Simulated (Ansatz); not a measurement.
## Stationary points along a deformation path in ZrPbO3

Theory: DFT r2SCAN, scalar-relativistic, plane waves, PAW (Ansatz). Settings: plane waves to 500 eV, k-mesh 6×6×6 (Γ-centred), Gaussian smearing 0.05 eV. Spin–orbit coupling is left out, which matters for the heavy elements here. No spin polarisation. Energies are free energies at this smearing, counted from the undisturbed cell; pressure is positive in compression.

The starting cell (as given, not relaxed at this level; it stands at -5.6 GPa, and it needn't be the usual structure):

```
Zr Pb O
1.0
     4.20893    0.00000    0.00000
     0.00000    4.20893    0.00000
     0.00000    0.00000    4.20893
Zr Pb O
1 1 3
Cartesian
  0.0000 0.0000 0.0000
  2.1045 2.1045 2.1045
  2.1045 0.0000 0.0000
  0.0000 0.0000 2.1045
  0.0000 2.1045 0.0000
```

At fixed volume and fractional coordinates, lengths along (0.577, 0.577, 0.577) are scaled against those across it; ρ is that ratio over its starting value. V = 14.912 Å³/atom. Δσ is the stress along the axis less the mean stress across it (compression positive).

| ρ | ΔE (meV/atom) | Δσ (GPa) | space group |
| --- | --- | --- | --- |
| 0.500 | 2370.2 | 146.64 | R-3m |
| 0.600 | 1152.5 | 78.35 | R-3m |
| 0.710 | 505.5 | 48.18 | R-3m |
| 0.850 | 112.6 | 22.49 | R-3m |
| 0.930 | 22.2 | 9.92 | R-3m |
| 1.000 | 0.0 | 0.00 | Pm-3m |
| 1.080 | 24.6 | -10.25 | R-3m |
| 1.200 | 136.9 | -24.15 | R-3m |
| 1.410 | 490.5 | -47.03 | R-3m |
| 1.700 | 1175.0 | -65.82 | R-3m |
| 2.000 | 1836.9 | -64.04 | R-3m |

Task: How does the stress give the slope of the energy, and where is the energy stationary?

Result: Along the path d ln(length) is 2/3 d ln ρ on the axis and −1/3 d ln ρ across it, so dE/d ln ρ = −(2/3) V Δσ: the energy falls with ρ where Δσ is positive. Δσ vanishes or changes sign at ρ = 1.000 (Pm-3m), a minimum at 0.0 meV/atom. Pairs of stationary points between two samples would go unseen, and could change a minimum read from distant neighbours into a maximum. At ρ = 1.000 the cell is cubic, where symmetry alone makes the stress isotropic and the slope zero.

Task: Which shear constant sets the curvature at ρ = 1?

Result: For a cubic crystal E/V = (2/3) C (ln ρ)² with C = C44, so Δσ = −2C ln ρ. The parabola of Δσ against ln ρ through ρ = 0.930, 1 and 1.080 gives C ≈ 67 GPa with the ions clamped, rough because the steps are large. It is the stress–strain coefficient at this cell's pressure of -5.6 GPa, not the zero-pressure constant.

The gap closes along the scan, which can put kinks into the curve.

Symmetry holds off the tilts and polar distortions that many cubic perovskites undergo.